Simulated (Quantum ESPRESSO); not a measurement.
AsSi2O5N, finding a planted mistake in a log

A calculation, not a measurement. The program is pw.x of Quantum ESPRESSO 7.5 (plane-wave density functional theory). The cell is made up: 9 atoms on a quartz lattice, with randomly drawn elements, strain and displacements, not relaxed. PseudoDojo standard norm-conserving files (v0.5 for PBE, v0.4.1 for LDA and PBEsol) set the functional; there is no spin polarisation, spin-orbit coupling or dispersion term, and the masses in the input are unused placeholders.

Intended input:

```
&control calculation='scf', pseudo_dir='./dojo.nc.sr.pbe.v0_5.standard.upf', outdir='./o', disk_io='low', tprnfor=.true., tstress=.true. /
&system ibrav=0, nat=9, ntyp=4, nbnd=35, ecutwfc=84.00895049, nosym=.true., tot_charge=0,
 occupations='smearing', smearing='fd', degauss=0.0018374661
/
&electrons conv_thr=7.350e-09, electron_maxstep=60, /
ATOMIC_SPECIES
As 1.0 As.upf
N 1.0 N.upf
O 1.0 O.upf
Si 1.0 Si.upf
CELL_PARAMETERS angstrom
4.8876 -0.0425 -0.0341
-2.4806 4.4097 -0.0172
-0.0376 -0.0437 5.5327
ATOMIC_POSITIONS angstrom
As 2.2498 -0.029 3.6568
Si -1.1547 2.0986 1.8552
Si 1.2488 2.2919 -0.0065
O 1.3252 1.1595 4.3092
N 3.2424 0.6532 2.489
O 2.6728 2.5587 0.6424
O 0.2916 1.8053 1.1665
O -1.1684 3.1519 3.0269
O 0.7374 3.7162 4.802
K_POINTS automatic
5 5 4 1 1 1
```

The log is shortened where brackets say so; the opening notice, blank lines, dates and the lines on written files are dropped, and the path of the files is cut. It prints rydbergs, bohrs and kilobars, and counts compression as positive stress. Where no state is partly filled, the Fermi energy that it prints is only some level between the filled and the empty states on the mesh, and need not lie in the true gap.

Log of the intended run:

```
     Program PWSCF v.7.5
     Parallel version (MPI & OpenMP), running on       4 processor cores
     Number of MPI processes:                 4
     Threads/MPI process:                     1
     [start-up lines left out]
     bravais-lattice index     =            0
     lattice parameter (alat)  =       9.2368  a.u.
     unit-cell volume          =     800.6839 (a.u.)^3
     number of atoms/cell      =            9
     number of atomic types    =            4
     number of electrons       =        58.00
     number of Kohn-Sham states=           35
     kinetic-energy cutoff     =      84.0090  Ry
     charge density cutoff     =     336.0358  Ry
     scf convergence threshold =      7.3E-09
     mixing beta               =       0.7000
     number of iterations used =            8  plain     mixing
     Exchange-correlation= PBE
                           (   1   4   3   4   0   0   0)
     [axes and pseudopotential details left out]
   Cartesian axes
     site n.     atom                  positions (alat units)
         1        As     tau(   1) = (   0.4602791  -0.0059330   0.7481326  )
         2        Si     tau(   2) = (  -0.2362362   0.4293456   0.3795492  )
         3        Si     tau(   3) = (   0.2554878   0.4688922  -0.0013298  )
         4        O      tau(   4) = (   0.2711183   0.2372183   0.8816049  )
         5        N      tau(   5) = (   0.6633519   0.1336360   0.5092162  )
         6        O      tau(   6) = (   0.5468193   0.5234759   0.1314265  )
         7        O      tau(   7) = (   0.0596575   0.3693403   0.2386504  )
         8        O      tau(   8) = (  -0.2390391   0.6448368   0.6192634  )
         9        O      tau(   9) = (   0.1508622   0.7602850   0.9824252  )
     number of k points=    50  Fermi-Dirac smearing, width (Ry)=  0.0018
                       cart. coord. in units 2pi/alat
        k(    1) = (   0.1022587   0.1688069   0.1124604), wk =   0.0400000
        k(    2) = (   0.1038149   0.1705438   0.3333490), wk =   0.0400000
     [further k points left out]
     Dense  grid:    83287 G-vectors     FFT dimensions: (  54,  60,  64)
     Estimated max dynamical RAM per process >     182.93 MB
     Estimated total dynamical RAM >     670.72 MB
     Initial potential from superposition of free atoms
     starting charge      57.9985, renormalised to      58.0000
     Starting wfcs are   41 randomized atomic wfcs
     total cpu time spent up to now is        2.7 secs
     per-process dynamical memory:   140.2 Mb
     Self-consistent Calculation
     iteration #  1     ecut=    84.01 Ry     beta= 0.70
     Davidson diagonalization with overlap
     ethr =  1.00E-02,  avg # of iterations =  3.0
     total cpu time spent up to now is        7.4 secs
     total energy              =    -414.35980940 Ry
     estimated scf accuracy    <       2.66533195 Ry
     iteration #  2     ecut=    84.01 Ry     beta= 0.70
     Davidson diagonalization with overlap
     ethr =  4.60E-03,  avg # of iterations =  3.0
     total cpu time spent up to now is       11.8 secs
     total energy              =    -415.08939112 Ry
     estimated scf accuracy    <       1.98278214 Ry
     [iterations 3 to 10 left out]
     iteration # 11     ecut=    84.01 Ry     beta= 0.70
     Davidson diagonalization with overlap
     ethr =  5.78E-11,  avg # of iterations =  3.8
     total cpu time spent up to now is       49.0 secs
     total energy              =    -415.49196873 Ry
     estimated scf accuracy    <          9.8E-09 Ry
     iteration # 12     ecut=    84.01 Ry     beta= 0.70
     Davidson diagonalization with overlap
     ethr =  1.68E-11,  avg # of iterations =  2.0
     total cpu time spent up to now is       52.6 secs
     End of self-consistent calculation
     [lines on levels left out]
     the Fermi energy is     7.7743 ev
!    total energy              =    -415.49196873 Ry
     estimated scf accuracy    <          1.5E-09 Ry
     smearing contrib. (-TS)   =      -0.00000000 Ry
     internal energy E=F+TS    =    -415.49196873 Ry
     The total energy is F=E-TS. E is the sum of the following terms:
     one-electron contribution =    -269.09168011 Ry
     hartree contribution      =     163.06860704 Ry
     xc contribution           =    -102.78354983 Ry
     ewald contribution        =    -206.68534583 Ry
     convergence has been achieved in  12 iterations
     Forces acting on atoms (cartesian axes, Ry/au):
     atom    1 type  1   force =     0.11935386    0.05903838   -0.14313705
     atom    2 type  4   force =    -0.05477543   -0.09499083   -0.07090285
     atom    3 type  4   force =     0.00606590    0.05289754   -0.01907636
     atom    4 type  3   force =    -0.10181305    0.06413746    0.06495368
     atom    5 type  2   force =    -0.00932632   -0.06258158   -0.00349943
     atom    6 type  3   force =     0.05716119    0.02011391   -0.00013005
     atom    7 type  3   force =    -0.02465290    0.01352135    0.00089850
     atom    8 type  3   force =    -0.04328535    0.04003210    0.06042663
     atom    9 type  3   force =     0.05127210   -0.09216834    0.11046693
     Total force =     0.340735     Total SCF correction =     0.000092
     Computing stress (Cartesian axis) and pressure
          total   stress  (Ry/bohr**3)                   (kbar)     P=      103.86
   0.00069855   0.00007854  -0.00005427          102.76       11.55       -7.98
   0.00007854   0.00072052   0.00032045           11.55      105.99       47.14
  -0.00005427   0.00032045   0.00069908           -7.98       47.14      102.84
     init_run     :      2.58s CPU      2.64s WALL (       1 calls)
     electrons    :     49.78s CPU     49.96s WALL (       1 calls)
     forces       :      0.72s CPU      0.72s WALL (       1 calls)
     stress       :      2.37s CPU      2.37s WALL (       1 calls)
     [timing details left out]
     PWSCF        :     55.52s CPU     55.78s WALL
     JOB DONE.
```

A second run was made from an input with one planted mistake. Its log:

```
     Program PWSCF v.7.5
     Parallel version (MPI & OpenMP), running on       4 processor cores
     Number of MPI processes:                 4
     Threads/MPI process:                     1
     [start-up lines left out]
     bravais-lattice index     =            0
     lattice parameter (alat)  =       9.2368  a.u.
     unit-cell volume          =     800.6839 (a.u.)^3
     number of atoms/cell      =            9
     number of atomic types    =            4
     number of electrons       =        57.00
     number of Kohn-Sham states=           35
     kinetic-energy cutoff     =      84.0090  Ry
     charge density cutoff     =     336.0358  Ry
     scf convergence threshold =      7.3E-09
     mixing beta               =       0.7000
     number of iterations used =            8  plain     mixing
     Exchange-correlation= PBE
                           (   1   4   3   4   0   0   0)
     [axes and pseudopotential details left out]
   Cartesian axes
     site n.     atom                  positions (alat units)
         1        As     tau(   1) = (   0.4602791  -0.0059330   0.7481326  )
         2        Si     tau(   2) = (  -0.2362362   0.4293456   0.3795492  )
         3        Si     tau(   3) = (   0.2554878   0.4688922  -0.0013298  )
         4        O      tau(   4) = (   0.2711183   0.2372183   0.8816049  )
         5        N      tau(   5) = (   0.6633519   0.1336360   0.5092162  )
         6        O      tau(   6) = (   0.5468193   0.5234759   0.1314265  )
         7        O      tau(   7) = (   0.0596575   0.3693403   0.2386504  )
         8        O      tau(   8) = (  -0.2390391   0.6448368   0.6192634  )
         9        O      tau(   9) = (   0.1508622   0.7602850   0.9824252  )
     number of k points=    50  Fermi-Dirac smearing, width (Ry)=  0.0018
                       cart. coord. in units 2pi/alat
        k(    1) = (   0.1022587   0.1688069   0.1124604), wk =   0.0400000
        k(    2) = (   0.1038149   0.1705438   0.3333490), wk =   0.0400000
     [further k points left out]
     Dense  grid:    83287 G-vectors     FFT dimensions: (  54,  60,  64)
     Estimated max dynamical RAM per process >     182.93 MB
     Estimated total dynamical RAM >     670.72 MB
     Initial potential from superposition of free atoms
     starting charge      57.9985, renormalised to      57.0000
     Starting wfcs are   41 randomized atomic wfcs
     total cpu time spent up to now is        2.4 secs
     per-process dynamical memory:   142.2 Mb
     Self-consistent Calculation
     iteration #  1     ecut=    84.01 Ry     beta= 0.70
     Davidson diagonalization with overlap
     ethr =  1.00E-02,  avg # of iterations =  3.0
     total cpu time spent up to now is        6.6 secs
     total energy              =    -414.68327025 Ry
     estimated scf accuracy    <       2.74265949 Ry
     iteration #  2     ecut=    84.01 Ry     beta= 0.70
     Davidson diagonalization with overlap
     ethr =  4.81E-03,  avg # of iterations =  2.0
     total cpu time spent up to now is       10.1 secs
     total energy              =    -415.22157476 Ry
     estimated scf accuracy    <       2.40281847 Ry
     [iterations 3 to 12 left out]
     iteration # 13     ecut=    84.01 Ry     beta= 0.70
     Davidson diagonalization with overlap
     ethr =  3.95E-10,  avg # of iterations =  1.5
     total cpu time spent up to now is       47.3 secs
     total energy              =    -415.79508721 Ry
     estimated scf accuracy    <       0.00000002 Ry
     iteration # 14     ecut=    84.01 Ry     beta= 0.70
     Davidson diagonalization with overlap
     ethr =  2.82E-11,  avg # of iterations =  2.0
     total cpu time spent up to now is       50.7 secs
     End of self-consistent calculation
     [lines on levels left out]
     the Fermi energy is     3.4340 ev
!    total energy              =    -415.79508721 Ry
     estimated scf accuracy    <          1.6E-09 Ry
     smearing contrib. (-TS)   =      -0.00127037 Ry
     internal energy E=F+TS    =    -415.79381684 Ry
     The total energy is F=E-TS. E is the sum of the following terms:
     one-electron contribution =    -269.08603581 Ry
     hartree contribution      =     161.82960934 Ry
     xc contribution           =    -101.85204453 Ry
     ewald contribution        =    -206.68534583 Ry
     convergence has been achieved in  14 iterations
     Forces acting on atoms (cartesian axes, Ry/au):
     atom    1 type  1   force =     0.03401193   -0.00407659   -0.00537465
     atom    2 type  4   force =    -0.00691097    0.00035699   -0.14625300
     atom    3 type  4   force =    -0.00246682    0.04933782   -0.02822084
     atom    4 type  3   force =    -0.07591156    0.04210769    0.02525212
     atom    5 type  2   force =     0.01289416   -0.06316118   -0.02263813
     atom    6 type  3   force =     0.06738644    0.00000803    0.02974277
     atom    7 type  3   force =    -0.03764522    0.00530262    0.01968948
     atom    8 type  3   force =    -0.03933128    0.03296493    0.04654934
     atom    9 type  3   force =     0.04797332   -0.06284031    0.08125292
     Total force =     0.252249     Total SCF correction =     0.000047
     Computing stress (Cartesian axis) and pressure
          total   stress  (Ry/bohr**3)                   (kbar)     P=      -33.77
  -0.00023780   0.00028755  -0.00016570          -34.98       42.30      -24.37
   0.00028755  -0.00022123   0.00019559           42.30      -32.54       28.77
  -0.00016570   0.00019559  -0.00022970          -24.37       28.77      -33.79
     init_run     :      2.31s CPU      2.38s WALL (       1 calls)
     electrons    :     48.10s CPU     48.25s WALL (       1 calls)
     forces       :      0.70s CPU      0.71s WALL (       1 calls)
     stress       :      2.25s CPU      2.25s WALL (       1 calls)
     [timing details left out]
     PWSCF        :     53.42s CPU     53.69s WALL
     JOB DONE.
```

Question: what was wrong in the second input?

Answer: the cell has the wrong charge. The input lines that differ, file-writing options aside:

```
- &system ibrav=0, nat=9, ntyp=4, nbnd=35, ecutwfc=84.00895049, nosym=.true., tot_charge=0,
+ &system ibrav=0, nat=9, ntyp=4, nbnd=35, ecutwfc=84.00895049, nosym=.true., tot_charge=1,
```

|  | intended run | run with the mistake |
| --- | --- | --- |
| free energy (eV) | -5653.056 | -5657.180 |
| smearing term -TS (eV) | 0.0000 | -0.0173 |
| pressure (GPa) | 10.39 | -3.38 |
| largest force component (eV/Å) | 3.680 | 3.760 |
| largest change of a force component (eV/Å) |  | 3.542 |
| iterations | 12 | 14 |

For scale, a rerun of the intended cell at 1437 eV and a 7 x 7 x 6 mesh moved values by no more than 0.004 eV in energy, 0.02 GPa in stress and 0.002 eV/Å in force. The charged cell sits in a uniform background, so its energy and stress rest on the program's zero of potential.